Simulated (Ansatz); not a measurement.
Relaxed-ion elastic tensor of MoSeS in space group P-3m1 (No. 164; Mo on 2c, Se on 2d, S on 2d) in GPa (Voigt order), DFT-r²SCAN+D4 in the program Ansatz with PAW potentials; density 5.83 g/cm³, 19.65 Å³ per atom.

```
 202  53.1  12.1   0.4   0.0   0.0
53.1   202  12.1  -0.4   0.0   0.0
12.1  12.1  34.7   0.0   0.0   0.0
 0.4  -0.4   0.0   7.3   0.0   0.0
 0.0   0.0   0.0   0.0   7.3   0.4
 0.0   0.0   0.0   0.0   0.4  74.3
```

**Question.** Is the crystal mechanically stable?

**Answer.** Yes: the smallest eigenvalue of C is 7.3 GPa.

**Question.** Work out the Voigt and Reuss bounds. Is their mean of use?

**Answer.** K_V = 65.9, K_R = 31.0; G_V = 41.9, G_R = 14.5 GPa. The bounds lie so far apart that a Hill average or a Debye temperature from it would say little.

The first step of the workflow began from a Materials Project structure, measured or hypothetical; the Crystallography Open Database copy checked does not list it. Its standing as an ambient phase is unchecked. The r²SCAN+D4 relaxation kept the symmetry of its start; its stability against distortions is not shown here. The run is not spin-polarised.

Potentials: the later of the program's two PAW sets.
